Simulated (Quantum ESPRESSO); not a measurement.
# Strain and stress in Si3FNO4

Calculated results; nothing here was measured. They come from pw.x of Quantum ESPRESSO 7.5, a plane-wave density functional program, with PseudoDojo standard norm-conserving files (v0.5 for PBE, v0.4.1 for LDA and PBEsol). The cells are made up: elements, strain and atom displacements were drawn at random, and nothing was relaxed. There is no spin polarisation, spin-orbit coupling or dispersion term.

The cell has 9 sites of a quartz lattice. Sites 1 to 3 hold Si Si Si; sites 4 to 9 hold F N O O O O. Cell vectors in Å: (4.882, -0.034, 0.035); (-2.470, 4.298, -0.046); (0.038, -0.036, 5.446). Settings: PBE, cutoff 1143 eV, 5 x 5 x 4 k mesh shifted by half a step, Fermi-Dirac smearing of 0.025 eV.

Each run adds the same strain along x and y to one cell, with the atoms carried along; the vectors above are those of run 4. Stress is positive in tension and P is minus a third of its trace. E is the free energy for each atom above the lowest run shown. The last column is band 25 less band 24 at Gamma, from a band step after each run.

| run | strain (%) | s_xx (GPa) | s_yy (GPa) | s_zz (GPa) | s_xy (GPa) | P (GPa) | E (meV/atom) | level step at Gamma (eV) |
| --- | --- | --- | --- | --- | --- | --- | --- | --- |
| 1 | -1.88 | -31.11 | -7.58 | -24.66 | 4.13 | 21.12 | 70.68 | 1.921 |
| 2 | -1.65 | -29.79 | -6.73 | -23.73 | 4.06 | 20.08 | 63.88 | 1.905 |
| 4 | -1.05 | -26.45 | -4.60 | -21.36 | 3.90 | 17.47 | 47.68 | 1.862 |
| 5 | 1.23 | -15.07 | 2.50 | -13.52 | 3.38 | 8.70 | 8.24 | 1.680 |
| 6 | 1.53 | -13.72 | 3.33 | -12.60 | 3.32 | 7.66 | 5.40 | 1.654 |
| 7 | 2.41 | -9.94 | 5.61 | -10.07 | 3.16 | 4.80 | 0.00 | 1.577 |
| 3 | -1.28 | ? | ? | ? | ? | ? | ? | ? |

A rerun of one of these cells at 1437 eV and k mesh 7 x 7 x 6 moved values by no more than 0.002 eV in the cell's energy, 0.02 GPa in stress and 0.002 eV/Å in force.

## Worked fit

A parabola through the six runs shown gives s_xx = -20.97 + 5.03 e - 0.191 e² GPa, with e in per cent and a scatter of 0.01 GPa. The slope is a stiffness of 503 ± 2 GPa for each unit of this strain at e = 0, the sum of the responses of s_xx to strain along x and along y. The atoms are clamped, and relaxing them would in general lower it. The error is the larger of the fit's own and the change that a cubic makes, rounded up.

## Withheld run

Question: what s_xx should run 3 give?

The fit gives -27.72 GPa. The calculation gave -27.71 GPa.

| run | strain (%) | s_xx (GPa) | s_yy (GPa) | s_zz (GPa) | s_xy (GPa) | P (GPa) | E (meV/atom) | level step at Gamma (eV) |
| --- | --- | --- | --- | --- | --- | --- | --- | --- |
| 3 | -1.28 | -27.71 | -5.41 | -22.25 | 3.96 | 18.46 | 53.48 | 1.879 |